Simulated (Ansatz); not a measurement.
Input:

SrTaO₃:
```cif
data_O3SrTa
_chemical_formula_sum 'Sr1 Ta1 O3'
_space_group_name_H-M_alt 'P 1'
_space_group_IT_number 1
_cell_length_a 4.01742
_cell_length_b 4.01742
_cell_length_c 4.01742
_cell_angle_alpha 90.000
_cell_angle_beta 90.000
_cell_angle_gamma 90.000
loop_
_space_group_symop_operation_xyz
  'x, y, z'
loop_
_atom_site_label
_atom_site_type_symbol
_atom_site_fract_x
_atom_site_fract_y
_atom_site_fract_z
_atom_site_occupancy
Sr1 Sr 0.00000 0.00000 0.00000 1
Ta1 Ta 0.50000 0.50000 0.50000 1
O1 O 0.50000 0.50000 0.00000 1
O2 O 0.00000 0.50000 0.50000 1
O3 O 0.50000 0.00000 0.50000 1
```

This is the PBEsol-relaxed structure.

### Question
All from PBEsol in the plane-wave PAW code Ansatz, unless another level is named. Estimate the Young's modulus.

### Answer
218 GPa.

### Question
What about the highest zone-centre frequency?

### Answer
638 cm⁻¹.

### Question
What about the elastic constants (relaxed ions, GPa)?

### Answer
C11 = 409, C12 = 92.7, C44 = 52.1.

Space group Pm-3m (cubic perovskite). The first step of the workflow began from a Materials Project structure, measured or hypothetical; the Crystallography Open Database copy checked does not list it. Its standing as an ambient phase is unchecked. The cell was relaxed with PBEsol under the symmetry of its start; whether a distortion lowers the energy is not shown. No spin polarisation was allowed. With an odd number of electrons in the cell and no spin polarisation, the count alone makes it a metal. As this level gives no gap, shear constants depend on the k-mesh and smearing (Fermi–Dirac, 0.1 eV here). As this level gives no gap, phonon frequencies hold no LO–TO term and depend on the k-mesh and smearing (Fermi–Dirac, 0.1 eV here). Scalar-relativistic: spin–orbit coupling is off unless named, which matters more the heavier the elements.

Potentials: the later of the program's two PAW sets.
